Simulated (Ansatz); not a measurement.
The start is a generated trial cell of TiC in the MnP structure type. A full variable-cell relaxation at zero pressure is run with r2SCAN (plane waves to 500 eV, PAW, scalar-relativistic; Ansatz, a program for electronic structure). The first steps use a coarse 5×7×4 k-mesh.

Initial structure:
```
CELL_PARAMETERS angstrom
      5.23292     0.00000     0.00000
      0.00000     3.17493     0.00000
      0.00000     0.00000     5.89342
ATOMIC_POSITIONS crystal
  Ti 0.50560 0.25000 0.69520
  Ti 0.00560 0.25000 0.80480
  Ti 0.49440 0.75000 0.30480
  Ti 0.99440 0.75000 0.19520
  C  0.68790 0.25000 0.06960
  C  0.18790 0.25000 0.43040
  C  0.31210 0.75000 0.93040
  C  0.81210 0.75000 0.56960
```

Question: What pressure does the first self-consistent step give?

Answer: -19 GPa (negative: the cell is under tension).

Question: What is the largest force in the starting geometry, and on which atom (counted from 1)?

Answer: About 2.9 eV/Å, on Ti1, Ti2, Ti3, Ti4 (atoms numbered as listed).

Question: What symmetry does the relaxed structure have?

Answer: The space group goes from Pnma (No. 62) to P6₃/mmc (No. 194); the end is NiAs type, with 4 atoms in the primitive cell.

Question: How much energy is released per atom?

Answer: 0.75 eV/atom.

Question: How does the volume change?

Answer: -12.3 %, from 12.24 to 10.73 Å³/atom.

Question: Is the relaxed structure metallic? Give its gap.

Answer: Zero (metallic).

Final values are on a 18×18×9 k-mesh of the relaxed cell. No spin polarisation in the result.

The run could not lose the symmetry of its start: the end is stationary, and may be a saddle point rather than a minimum.

The relaxed structure here is a generated cell of TiC: the first start was made by placing the elements on the sites of a structure type, and the end was not matched to a known phase here, so it may be hypothetical. Known forms of TiC include space group No. 225.
